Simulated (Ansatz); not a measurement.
GaN, 4H polytype, relaxed with r2SCAN. The symmetry is P6_3mc (No. 186, hexagonal); a = 3.182 Å, c = 10.377 Å in the conventional setting, 11.37 Å³ an atom. Around Ga lie 4 N at 1.95 Å; around N lie 4 Ga at 1.95 Å.

```
Ga N
1.0
     3.18169    0.00000    0.00000
    -1.59085    2.75543    0.00000
     0.00000    0.00000   10.37729
Ga N
4 4
Cartesian
  0.0000 0.0000 -0.0037
  0.0000 1.8370 2.5936
  0.0000 0.0000 5.1849
  1.5908 0.9185 7.7823
  0.0000 0.0000 1.9472
  0.0000 1.8370 4.5430
  0.0000 0.0000 7.1359
  1.5908 0.9185 9.7317
```

4 runs of Ansatz on this cell differ in the functional (and in the settings that go with it). Levels are in eV from each run's valence top; v1 is the last filled band, c1 the first empty one.

Run A, mean stress 0.0 GPa (compression positive):
```
point     v2     v1    c1    c2
    Γ   0.00   0.00  3.10  5.42
    M  -1.38  -1.06  4.97  5.32
    K  -2.33  -1.60  7.23  7.23
    A  -0.17  -0.17  4.27  4.27
    L  -1.38  -1.38  5.60  5.60
    H  -2.08  -2.08  6.78  6.78
```

Run B, mean stress +6.2 GPa (compression positive):
```
point     v2     v1    c1    c2
    Γ   0.00   0.00  1.84  4.03
    M  -1.29  -0.99  3.79  4.09
    K  -2.18  -1.49  5.98  5.98
    A  -0.16  -0.16  3.01  3.01
    L  -1.29  -1.29  4.41  4.41
    H  -1.94  -1.94  5.55  5.55
```

Run C, mean stress 0.0 GPa (compression positive):
```
point     v2     v1    c1    c2
    Γ   0.00   0.00  2.26  4.53
    M  -1.32  -1.02  4.23  4.56
    K  -2.23  -1.54  6.47  6.47
    A  -0.16  -0.16  3.43  3.43
    L  -1.32  -1.32  4.86  4.86
    H  -1.99  -1.99  6.03  6.03
```

Run D, mean stress -0.2 GPa (compression positive):
```
point     v2     v1    c1    c2
    Γ   0.00   0.00  3.79  6.16
    M  -1.39  -1.08  5.69  6.05
    K  -2.35  -1.61  7.97  7.97
    A  -0.18  -0.18  4.98  4.98
    L  -1.40  -1.40  6.33  6.33
    H  -2.10  -2.10  7.51  7.51
```

**Question.** Match the runs to PBE, r2SCAN, HSE06, PBE0.

**Answer.** A is HSE06, B is PBE, C is r2SCAN, D is PBE0. In order of the gap: PBE 1.84, r2SCAN 2.26, HSE06 3.10, PBE0 3.79 eV.

Spin-unpolarised throughout. Whether this structure exists isn't addressed.

The stress of a hybrid is loosely converged in these runs.

The meshes of the hybrids are coarse, so their gaps aren't converged to the digits shown.
